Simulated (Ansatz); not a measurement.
Values for one crystal, relaxed and computed with r²SCAN in the plane-wave PAW code Ansatz; other levels are named.

- Volume per atom: 19.59 Å³
- Electronic character: metallic (no gap)
- Formation energy from the elements (no fitted shifts): -0.73 eV/atom
- Density of states at the Fermi level: 0.40 states/eV per atom (mean over ±0.08 eV)

Task: Pick the material that matches.
A) LaAl2Si2, P-3m1 (La on 1a, Al on 2d, Si on 2d)
B) LaMg2Si2, P4/mmm (La on 1a, Mg on 2e, Si on 2h)
C) YCo2Ge2, I4/mmm (Y on 2a, Co on 4d, Ge on 4e)
D) YZnSi, P-6m2 (Y on 1a, Zn on 1d, Si on 1f)

Result: D, YZnSi, P-6m2 (Y on 1a, Zn on 1d, Si on 1f)

The workflow started from a Materials Project entry (that database holds measured and hypothetical structures alike); the Crystallography Open Database copy checked does not list it. With Zn and Si taken as one species the cell has the higher symmetry P6/mmm, so it may be an ordered model of a mixed-site phase. Whether it is the stable phase at ambient conditions was not checked. The r²SCAN relaxation kept the symmetry of its start; its stability against distortions is not shown here. No spin polarisation was allowed. The references are the lowest solids computed at this level, not always the standard phases. Scalar-relativistic: spin–orbit coupling is off unless named, which matters more the heavier the elements.

Potentials: the earlier of the program's two PAW sets.
